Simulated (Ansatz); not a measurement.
Theory: DFT PBE, scalar-relativistic, plane waves, PAW in Ansatz 0.2.0. Settings: cutoff 420 eV, Γ-centred meshes spaced at most about 0.3 Å⁻¹, and about 0.25 Å⁻¹ or finer for metals (2π included), Gaussian smearing. No spin polarisation in the final relaxations.

Temperature and zero-point effects are left out. All come from trial cells, and lower structures may exist.

**Question.** Which of these relaxed structures of ScGa3N2 is the lowest in energy?
A.

```xyz
6
Lattice="1.6193 0.9349 10.1353 -1.6193 0.9349 10.1353 0.0000 -1.8698 10.1353" Properties=species:S:1:pos:R:3 pbc="T T T"
Sc    0.0000    0.0000   12.3009
Ga    0.0000    0.0000    6.9557
Ga    0.0000    0.0000    4.4058
Ga    0.0000    0.0000   29.8754
N     0.0000    0.0000   10.2611
N     0.0000    0.0000   27.9172
```

B.

```xyz
6
Lattice="3.9295 0.0000 0.0000 0.0000 3.9295 0.0000 0.0000 0.0000 6.9255" Properties=species:S:1:pos:R:3 pbc="T T T"
Sc    1.9648    1.9648    4.2583
Ga    0.0000    1.9648    1.5991
Ga    1.9648    0.0000    1.5991
Ga    0.0000    0.0000    6.5588
N     0.0000    1.9648    3.4962
N     1.9648    0.0000    3.4962
```

C.

```xyz
6
Lattice="3.2327 0.0000 0.0000 -1.6164 2.7996 0.0000 0.0000 0.0000 9.9737" Properties=species:S:1:pos:R:3 pbc="T T T"
Sc    1.6164    0.9332    7.2497
Ga    1.6164    0.9332    2.6436
Ga    0.0000    0.0000    4.9956
Ga    0.0000    0.0000    9.9275
N     1.6164    0.9332    9.3039
N     0.0000    0.0000    1.9386
```

D.

```xyz
6
Lattice="4.0621 0.0000 0.0000 0.0000 4.0621 0.0000 0.0000 0.0000 5.6708" Properties=species:S:1:pos:R:3 pbc="T T T"
Sc    0.0000    0.0000    0.0000
Ga    2.0310    0.0000    2.6982
Ga    0.0000    2.0310    2.9726
Ga    2.0310    2.0310    0.0000
N     2.0310    0.0000    0.6349
N     0.0000    2.0310    5.0359
```

**Answer.** D. It has space group P-4m2 (No. 115); the next, A, with space group R3m (No. 160), lies 31 meV/atom higher. Counting N atoms around Ga and Sc (those within 1.25 times the shortest such distance or 1.15 times the sum of covalent radii; a plus sign parts nearer from farther groups; the shortest distance is added where it is long for a bond; a slash parts the counts of unlike sites), the lowest has Sc 4, Ga 1/4 and the next has Sc 1, Ga 3/4/3+3 from 3.7 Å.

Cells relaxed within their symmetry can be saddle points. The R3m cell of ScGa3N2 came from shaking the P3m1 one. Some structure types and database cells were kept out of the candidates from the start, so a known form may be missing.
